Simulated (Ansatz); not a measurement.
Input:

LiGeN:
```
CELL_PARAMETERS angstrom
      2.97922     0.00000     0.00000
     -1.48961     2.58008     0.00000
      0.00000     0.00000     9.32142
ATOMIC_POSITIONS crystal
  Li 0.66667 0.33333 0.74328
  Li 0.33333 0.66667 0.24328
  Ge 0.00000 0.00000 0.49785
  Ge 0.00000 0.00000 0.99785
  N  0.33333 0.66667 0.60351
  N  0.66667 0.33333 0.10351
```

This is the PBEsol-relaxed structure.

Problem. All from PBEsol in the plane-wave PAW code Ansatz, unless another level is named. Predict the largest static χ(2) component.

Solution. 50 pm/V.

Problem. Next, the Born charges (a third of the trace)?

Solution. Li +1.22, Ge +1.75, N -2.96 e.

Problem. And the electronic dielectric constant ε∞ (DFPT)?

Solution. 8.93 (xx = yy), 6.08 (zz).

Space group P6_3mc. The first step of the workflow began from a Materials Project structure, measured or hypothetical; the Crystallography Open Database copy checked does not list it. Whether it is the stable phase at ambient conditions was not checked. Symmetry was held in the PBEsol relaxation; its stability against distortions is not shown here. Spin–orbit coupling is left out wherever it is not named.

Potentials: the later of the program's two PAW sets.
